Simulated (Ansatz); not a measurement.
Level of theory: DFT PBE, scalar-relativistic, plane waves, PAW in Ansatz 0.2.0. Settings: cutoff 420 eV, Γ-centred meshes spaced at most about 0.3 Å⁻¹, and about 0.25 Å⁻¹ or finer for metals (2π included), Gaussian smearing. No spin polarisation in the final relaxations.

All energies are static (0 K, no zero-point motion). All come from trial cells, and lower structures may exist.

Problem. Order these relaxed structures of Li₅Sc by energy, lowest first, with the energy over the lowest of them.
A.

```
Li Sc
1.0
     5.57366    0.00000    0.00000
    -2.78683    4.82693    0.00000
     0.00000    0.00000    4.53812
Li Sc
5 1
Direct
  0.33333 0.66667 0.00000
  0.66667 0.33333 0.00000
  0.50000 0.00000 0.50000
  0.50000 0.50000 0.50000
  0.00000 0.50000 0.50000
  0.00000 0.00000 0.00000
```

B.

```
Li Sc
1.0
     5.32262    0.00000    0.00000
    -2.66131    4.60952    0.00000
     0.00000    0.00000    4.95221
Li Sc
5 1
Direct
  0.66667 0.33333 0.00000
  0.33333 0.66667 0.00000
  0.00000 0.36468 0.50000
  0.36468 0.00000 0.50000
  0.63532 0.63532 0.50000
  0.00000 0.00000 0.00000
```

Solution. B (0 meV/atom), A (42 meV/atom). Forms: B Li and Sc ordered on hcp sites, P-62m; A CaCu5 type, P6/mmm. Counting all near atoms (those within 1.25 times the shortest distance at each site; a plus sign parts nearer from farther groups; a slash parts the counts of unlike sites): B has Li 12, Sc 12; A has Li 8/6+6, Sc 6+12. Even the lowest lies +0.15 eV/atom against the elements.

Cells relaxed within their symmetry can be saddle points. The P-62m cell of Li5Sc came from shaking the P6/mmm one. Some types were kept out of the candidates beforehand, so the set may lack a known form.
